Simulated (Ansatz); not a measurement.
LaSi₃B₃ in space group Pm-3n (No. 223; La on 2a, B on 6c, Si on 6d) under volume change, the program Ansatz at the PBE level (PAW), scaled uniformly.

| V (Å³/atom) | E − E(relaxed) (meV/atom) | P (GPa) |
|---|---|---|
| 12.772 | 51.7 | 14.16 |
| 13.193 | 21.8 | 8.73 |
| 13.614 | 5.2 | 4.04 |
| 14.035 | 0.0 | 0.00 |
| 14.456 | 4.7 | -3.49 |
| 14.878 | 17.9 | -6.49 |
| 15.299 | 38.5 | -9.08 |

Task: What does a third-order Birch–Murnaghan fit give for V₀, B₀ and B′?

Result: V₀ = 14.04 Å³/atom, B₀ = 125 GPa, B′ = 3.9.

The start of the workflow was typed in or built on a structure type; neither database checked (COD, Materials Project) lists it. Its standing as an ambient phase is unchecked. The cell was relaxed with PBE under the symmetry of its start; whether a distortion lowers the energy is not shown. Spin–orbit coupling is left out wherever it is not named.

Potentials: the earlier of the program's two PAW sets.
